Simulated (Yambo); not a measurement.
```xyz
12
Lattice="4.8127 0.0000 0.0000 0.0000 4.8719 0.0000 -0.8629 0.0000 4.9666" Properties=species:S:1:pos:R:3 pbc="T T T"
O      1.3092     3.6167     4.8015
O      2.6406     1.2551     0.1650
O      2.2092     1.1808     2.6483
O      1.7406     3.6911     2.3183
O      0.0039     1.5738     1.7461
O      3.9459     3.2981     3.2205
O      4.3774     4.0097     0.7372
O     -0.4276     0.8622     4.2293
Ti     0.7199     2.1787     3.5419
Ti     3.2299     2.6932     1.4247
Ti     2.7985     4.6146     3.9080
Ti     1.1513     0.2573     1.0586
```

TiO2 (space group P2_1/c, No. 14): mean Im ε in 1 eV windows above the direct gap of 3.71 eV, for different electron-hole kernels (Yambo, broadening 0.15 eV, PBEsol (pw.x of Quantum ESPRESSO, ONCV potentials, without SOC) bands; 4×4×4 mesh, 14 valence and 16 conduction bands, static screening with 91 bands and a 3 Ry block, scissor 1.37 eV, Tamm-Dancoff; field along x).

```tsv
window (eV)	independent quasiparticles	RPA (no attraction)	BSE
3.7 to 4.7	3.6	3.2	7.0
4.7 to 5.7	7.1	6.3	8.8
5.7 to 6.7	9.3	8.6	7.8
```

This run doesn't resolve bound excitons or single peaks, so only averages are given, and they too depend on the mesh; weight that the attraction moves below the gap isn't listed. All transitions below 7.09 eV are in the band window. The scissor comes from a G0W0 run whose convergence isn't established.

Geometry of the Materials Project entry, not relaxed at this level.

This is not the ordinary phase of the substance.
